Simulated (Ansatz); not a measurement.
## Ag$_{2}$Sb: reading a single point

```yaml
crystal:
  lattice:
    - [4.28705, 0.00000, 0.00000]
    - [0.00000, 4.28705, 0.00000]
    - [0.00000, 0.00000, 6.54138]
  atoms:
    - { symbol: Ag, position: [0.00000, 0.00000, 0.00000] }
    - { symbol: Ag, position: [0.50000, 0.50000, 0.00000] }
    - { symbol: Sb, position: [0.50000, 0.00000, 0.70000] }
    - { symbol: Sb, position: [0.00000, 0.50000, 0.30000] }
    - { symbol: Ag, position: [0.50000, 0.00000, 0.27000] }
    - { symbol: Ag, position: [0.00000, 0.50000, 0.73000] }
```

Method: PBE, no spin polarisation; PAW, plane waves to 420 eV, 8×8×5 Γ-centred mesh, fermi-dirac occupations (width 0.0273 eV) (Ansatz 0.2.0), atoms fixed.

Stress: The pressure is 7.8 GPa (compression positive), so with the atoms held at these fractions the cell would first expand. The principal stresses 7.3, 7.3, 8.6 GPa differ, so its shape would change too.
Forces: The largest is on Ag6 (and as large on other atoms): 0.77 eV/Å, components (0.00, 0.00, -0.77). It makes 129° with the line to a nearest neighbour, Ag1 at 2.78 Å.
At the Fermi level: It is a metal, with about 2.1 states/eV a cell as the mean within 0.25 eV of the Fermi level, mostly Sb p (67 %) and Ag d (15 %).
Charges: Bader charges in e: Ag -0.08, Sb +0.15. In the mean Sb gives up most and Ag takes most, against the order of Pauling's electronegativities.

Origin: a known structure type with other elements, at an estimated volume, so it need not be a known compound.
